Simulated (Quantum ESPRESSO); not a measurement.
Ge6GaSi, input and log of a self-consistent run

Simulated, not a measurement. The program is pw.x of Quantum ESPRESSO 7.5 (plane-wave density functional theory). The cell is made up: 8 atoms on a zincblende/diamond lattice, with randomly drawn elements, strain and displacements, not relaxed. PseudoDojo standard norm-conserving files (v0.5 for PBE, v0.4.1 for LDA and PBEsol) set the functional; there is no spin polarisation, spin-orbit coupling or dispersion term, and the masses in the input are unused placeholders. A spin-polarised start on this cell or one of its family kept no moment.

Input:

```
&control calculation='scf', pseudo_dir='./dojo.nc.sr.pbe.v0_5.standard.upf', outdir='./o', disk_io='medium', tprnfor=.true., tstress=.true. /
&system ibrav=0, nat=8, ntyp=3, nbnd=61, ecutwfc=79.96652505, nosym=.true., tot_charge=0,
 occupations='smearing', smearing='fd', degauss=0.0073498644
/
&electrons conv_thr=7.350e-09, electron_maxstep=60, /
ATOMIC_SPECIES
Ga 1.0 Ga.upf
Ge 1.0 Ge.upf
Si 1.0 Si.upf
CELL_PARAMETERS angstrom
5.8518 0.0 0.0
0.0 5.8518 0.0
0.0 0.0 5.8518
ATOMIC_POSITIONS angstrom
Ge 0.0892 -0.1302 0.1148
Ga -0.1032 2.934 3.1811
Ge 3.0248 0.0071 3.082
Ge 2.8331 3.0269 -0.0065
Ge 1.2706 1.4906 1.4547
Ge 1.5009 4.3797 4.2675
Ge 4.5656 1.4538 4.4712
Si 4.5062 4.3966 1.5222
K_POINTS automatic
6 6 6 1 1 1
```

The log is shortened where brackets say so; the opening notice, blank lines, dates and the lines on written files are dropped, and the path of the files is cut. It prints rydbergs, bohrs and kilobars, and counts compression as positive stress.

```
     Program PWSCF v.7.5
     Parallel version (MPI & OpenMP), running on       1 processor cores
     Number of MPI processes:                 1
     Threads/MPI process:                     1
     [start-up lines left out]
     bravais-lattice index     =            0
     lattice parameter (alat)  =      11.0583  a.u.
     unit-cell volume          =    1352.2750 (a.u.)^3
     number of atoms/cell      =            8
     number of atomic types    =            3
     number of electrons       =       101.00
     number of Kohn-Sham states=           61
     kinetic-energy cutoff     =      79.9665  Ry
     charge density cutoff     =     319.8661  Ry
     scf convergence threshold =      7.3E-09
     mixing beta               =       0.7000
     number of iterations used =            8  plain     mixing
     Exchange-correlation= PBE
                           (   1   4   3   4   0   0   0)
     [axes and pseudopotential details left out]
   Cartesian axes
     site n.     atom                  positions (alat units)
         1        Ge     tau(   1) = (   0.0152432  -0.0222496   0.0196179  )
         2        Ga     tau(   2) = (  -0.0176356   0.5013842   0.5436105  )
         3        Ge     tau(   3) = (   0.5169008   0.0012133   0.5266756  )
         4        Ge     tau(   4) = (   0.4841416   0.5172596  -0.0011108  )
         5        Ge     tau(   5) = (   0.2171298   0.2547250   0.2485902  )
         6        Ge     tau(   6) = (   0.2564852   0.7484364   0.7292628  )
         7        Ge     tau(   7) = (   0.7802044   0.2484364   0.7640726  )
         8        Si     tau(   8) = (   0.7700537   0.7513244   0.2601251  )
     number of k points=   108  Fermi-Dirac smearing, width (Ry)=  0.0073
     Number of k-points >= 100: set verbosity='high' to print them.
     Dense  grid:   131059 G-vectors     FFT dimensions: (  64,  64,  64)
     Estimated max dynamical RAM per process >     197.50 MB
     Initial potential from superposition of free atoms
     starting charge     100.9918, renormalised to     101.0000
     Starting wfcs are   67 randomized atomic wfcs
     total cpu time spent up to now is       75.3 secs
     per-process dynamical memory:   106.6 Mb
     Self-consistent Calculation
     iteration #  1     ecut=    79.97 Ry     beta= 0.70
     Davidson diagonalization with overlap
     ethr =  1.00E-02,  avg # of iterations =  3.3
     Threshold (ethr) on eigenvalues was too large:
     Diagonalizing with lowered threshold
     Davidson diagonalization with overlap
     ethr =  9.92E-05,  avg # of iterations =  7.1
     total cpu time spent up to now is      544.5 secs
     total energy              =   -1233.16101698 Ry
     estimated scf accuracy    <       0.11213275 Ry
     iteration #  2     ecut=    79.97 Ry     beta= 0.70
     Davidson diagonalization with overlap
     ethr =  1.11E-04,  avg # of iterations =  2.0
     total cpu time spent up to now is      730.0 secs
     total energy              =   -1233.16439182 Ry
     estimated scf accuracy    <       0.01530093 Ry
     iteration #  3     ecut=    79.97 Ry     beta= 0.70
     Davidson diagonalization with overlap
     ethr =  1.51E-05,  avg # of iterations =  3.3
     total cpu time spent up to now is      955.0 secs
     total energy              =   -1233.16630413 Ry
     estimated scf accuracy    <       0.01639543 Ry
     iteration #  4     ecut=    79.97 Ry     beta= 0.70
     Davidson diagonalization with overlap
     ethr =  1.51E-05,  avg # of iterations =  2.1
     total cpu time spent up to now is     1165.3 secs
     total energy              =   -1233.16963126 Ry
     estimated scf accuracy    <       0.00052721 Ry
     iteration #  5     ecut=    79.97 Ry     beta= 0.70
     Davidson diagonalization with overlap
     ethr =  5.22E-07,  avg # of iterations =  4.3
     total cpu time spent up to now is     1374.1 secs
     total energy              =   -1233.16976110 Ry
     estimated scf accuracy    <       0.00008034 Ry
     iteration #  6     ecut=    79.97 Ry     beta= 0.70
     Davidson diagonalization with overlap
     ethr =  7.95E-08,  avg # of iterations =  2.9
     total cpu time spent up to now is     1587.0 secs
     total energy              =   -1233.16978152 Ry
     estimated scf accuracy    <       0.00002532 Ry
     iteration #  7     ecut=    79.97 Ry     beta= 0.70
     Davidson diagonalization with overlap
     ethr =  2.51E-08,  avg # of iterations =  2.0
     total cpu time spent up to now is     1787.2 secs
     total energy              =   -1233.16978662 Ry
     estimated scf accuracy    <       0.00000095 Ry
     iteration #  8     ecut=    79.97 Ry     beta= 0.70
     Davidson diagonalization with overlap
     ethr =  9.38E-10,  avg # of iterations =  3.8
     total cpu time spent up to now is     2037.8 secs
     total energy              =   -1233.16978694 Ry
     estimated scf accuracy    <       0.00000029 Ry
     iteration #  9     ecut=    79.97 Ry     beta= 0.70
     Davidson diagonalization with overlap
     ethr =  2.91E-10,  avg # of iterations =  2.0
     total cpu time spent up to now is     2214.1 secs
     total energy              =   -1233.16978701 Ry
     estimated scf accuracy    <       0.00000003 Ry
     iteration # 10     ecut=    79.97 Ry     beta= 0.70
     Davidson diagonalization with overlap
     ethr =  3.42E-11,  avg # of iterations =  2.0
     total cpu time spent up to now is     2426.7 secs
     End of self-consistent calculation
     Number of k-points >= 100: set verbosity='high' to print the bands.
     the Fermi energy is     7.0573 ev
!    total energy              =   -1233.16978702 Ry
     estimated scf accuracy    <          4.0E-09 Ry
     smearing contrib. (-TS)   =      -0.00588267 Ry
     internal energy E=F+TS    =   -1233.16390435 Ry
     The total energy is F=E-TS. E is the sum of the following terms:
     one-electron contribution =    -706.95151627 Ry
     hartree contribution      =     417.93585587 Ry
     xc contribution           =    -306.42120356 Ry
     ewald contribution        =    -637.72704039 Ry
     convergence has been achieved in  10 iterations
     Forces acting on atoms (cartesian axes, Ry/au):
     atom    1 type  2   force =    -0.00950124    0.00052354   -0.02752766
     atom    2 type  1   force =     0.02223757    0.02755641   -0.07038511
     atom    3 type  2   force =     0.00699086    0.01941874   -0.04750671
     atom    4 type  2   force =     0.03508913   -0.02297282    0.03022944
     atom    5 type  2   force =     0.04897235    0.01979277    0.02910469
     atom    6 type  2   force =    -0.00252495    0.00957027    0.02782516
     atom    7 type  2   force =    -0.05833249   -0.03451520    0.05046216
     atom    8 type  3   force =    -0.04293122   -0.01937372    0.00779803
     Total force =     0.162299     Total SCF correction =     0.000446
     Computing stress (Cartesian axis) and pressure
          total   stress  (Ry/bohr**3)                   (kbar)     P=      -21.11
  -0.00019455   0.00019434  -0.00001399          -28.62       28.59       -2.06
   0.00019434  -0.00008962  -0.00008374           28.59      -13.18      -12.32
  -0.00001399  -0.00008374  -0.00014625           -2.06      -12.32      -21.51
     init_run     :     66.47s CPU     75.11s WALL (       1 calls)
     electrons    :   2280.46s CPU   2351.38s WALL (       1 calls)
     forces       :     25.04s CPU     25.46s WALL (       1 calls)
     stress       :     95.47s CPU     95.91s WALL (       1 calls)
     [timing details left out]
     PWSCF        :  41m 8.35s CPU  42m32.61s WALL
     JOB DONE.
```

In other units: free energy -16778.130 eV for the cell, pressure -2.11 GPa, largest force component 1.810 eV/Å. A rerun of a related cell, with the same atoms placed differently, at 1377 eV and a 8 x 8 x 8 mesh moved values by no more than 0.002 eV in energy, 0.03 GPa in stress and 0.004 eV/Å in force.